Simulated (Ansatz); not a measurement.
Relaxed-ion elastic tensor of VS (NiAs type, P6_3/mmc) in GPa (Voigt order), plane-wave PAW LDA (Ansatz code); density 5.53 g/cm³, 12.47 Å³ per atom.

```
315  102  135  0.0  0.0  0.0
102  315  135  0.0  0.0  0.0
135  135  429  0.0  0.0  0.0
0.0  0.0  0.0  209  0.0  0.0
0.0  0.0  0.0  0.0  209  0.0
0.0  0.0  0.0  0.0  0.0  107
```

**Question.** Is the crystal mechanically stable?

**Answer.** Yes: the smallest eigenvalue of C is 107 GPa.

**Question.** Work out the Voigt, Reuss and Hill averages.

**Answer.** K_V = 200, K_R = 194, K_H = 197; G_V = 151, G_R = 136, G_H = 143 GPa.

**Question.** Give Young's modulus, Poisson's ratio, Pugh's ratio and the universal anisotropy index.

**Answer.** E = 9KG/(3K + G) = 346 GPa; ν = 0.21; K/G = 1.37 (brittle by the Pugh limit of 1.75); A_U = 5G_V/G_R + K_V/K_R − 6 = 0.58.

**Question.** Estimate the sound speeds and the Debye temperature.

**Answer.** v_l = √((K + 4G/3)/ρ) = 8380 m/s, v_t = √(G/ρ) = 5090 m/s, mean 5630 m/s; Θ = (h/k)(3n/4πV)^(1/3) v_m = 722 K.

**Question.** Solve the Christoffel equation for the three sound speeds along x, y, z.

**Answer.** Eigenvalues of C_ijkl n_j n_l equal ρv². In km/s, slowest first: x 4.39, 6.15, 7.55; y 4.39, 6.15, 7.55; z 6.15, 6.15, 8.81.

**Question.** How much does each axis shrink under pressure?

**Answer.** Linear compressibilities β_i = Σ_j S_ij (j = 1 to 3): x 2.1, y 2.1, z 1.0 per TPa.

The first step of the workflow began from a Materials Project structure, measured or hypothetical; the Crystallography Open Database files this formula in space group No. 194, but the cells were not matched. Its standing as an ambient phase is unchecked. The cell was relaxed with LDA under the symmetry of its start; its stability against distortions is not shown here. No spin polarisation was allowed. As this level gives no gap, shear constants depend on the k-mesh and smearing (Fermi–Dirac, 0.1 eV here). On the denser mesh and wider smearing of the elastic run this cell carries a stress of 0.3 GPa.

Potentials: the later of the program's two PAW sets.
